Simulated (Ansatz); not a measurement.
Cell and atoms are relaxed with the symmetry kept. Start:

```yaml
crystal:
  lattice:
    - [7.30055, 0.00000, 0.00000]
    - [-3.65028, 6.32246, 0.00000]
    - [0.00000, 0.00000, 7.00512]
  atoms:
    - { symbol: Si, position: [0.53386, 0.76693, 0.41667] }
    - { symbol: Si, position: [0.46614, 0.23307, 0.91667] }
    - { symbol: Si, position: [0.23307, 0.46614, 0.75000] }
    - { symbol: Si, position: [0.76693, 0.23307, 0.58333] }
    - { symbol: Si, position: [0.76693, 0.53386, 0.25000] }
    - { symbol: Si, position: [0.23307, 0.76693, 0.08333] }
    - { symbol: O, position: [0.61233, 0.38767, 0.08333] }
    - { symbol: O, position: [0.00000, 0.68290, 0.16667] }
    - { symbol: O, position: [0.77535, 0.38767, 0.41667] }
    - { symbol: O, position: [0.68290, 0.68290, 0.33333] }
    - { symbol: O, position: [0.31710, 0.31710, 0.83333] }
    - { symbol: O, position: [0.61233, 0.22465, 0.75000] }
    - { symbol: O, position: [0.22465, 0.61233, 0.91667] }
    - { symbol: O, position: [0.31710, 0.00000, 0.00000] }
    - { symbol: O, position: [0.00000, 0.31710, 0.66667] }
    - { symbol: O, position: [0.38767, 0.77535, 0.25000] }
    - { symbol: O, position: [0.38767, 0.61233, 0.58333] }
    - { symbol: O, position: [0.68290, 0.00000, 0.50000] }
```

Level of theory: DFT r2SCAN, scalar-relativistic, plane waves, PAW in Ansatz.

Settings: cutoff 500 eV, Γ-centred mesh 6×6×4 on the computed 18-atom cell, Gaussian smearing of 0.02 eV; no spin polarisation.

Problem. What does it relax to?

Solution. The volume rises by 0.02 Å³/atom to 17.98 Å³/atom, and the energy changes by under 0.1 meV/atom. Final structure:
```xyz
18
Lattice="7.2981 0.0000 0.0000 -3.6490 6.3203 0.0000 0.0000 0.0000 7.0159" Properties=species:S:1:pos:R:3 pbc="T T T"
Si    1.0966    4.8467    2.9233
Si    2.5525    1.4737    6.4313
Si    0.0000    2.9473    5.2620
Si    4.7456    1.4737    4.0926
Si    3.6490    3.3730    1.7540
Si   -1.0966    4.8467    0.5847
O     3.0564    2.4490    0.5847
O    -2.4919    4.3161    1.1693
O     4.2417    2.4490    2.9233
O     2.4919    4.3161    2.3386
O     1.1571    2.0042    5.8466
O     3.6490    1.4224    5.2620
O    -0.5927    3.8714    6.4313
O     2.3143    0.0000    0.0000
O    -1.1571    2.0042    4.6773
O     0.0000    4.8979    1.7540
O     0.5927    3.8714    4.0926
O     4.9838    0.0000    3.5080
```

Course of the relaxation (steps run on the plane waves of an earlier cell, and the basis is chosen afresh near the end, so energy and pressure can step there; trial steps that raised the energy were taken back; energies are free energies):

```csv
step,largest force component (eV/Å),P (GPa),V (Å³/atom)
1,0.018,0.11,17.96
2,0.012,0.06,17.97
3,0.006,-0.01,17.98
4,0.001,0.00,17.98
5,0.001,0.00,17.98
```

Cost: 1 run of about 4.7 core-minutes, on Oxide Virtual Turin-like Processor (Zen 5) (shared hosts).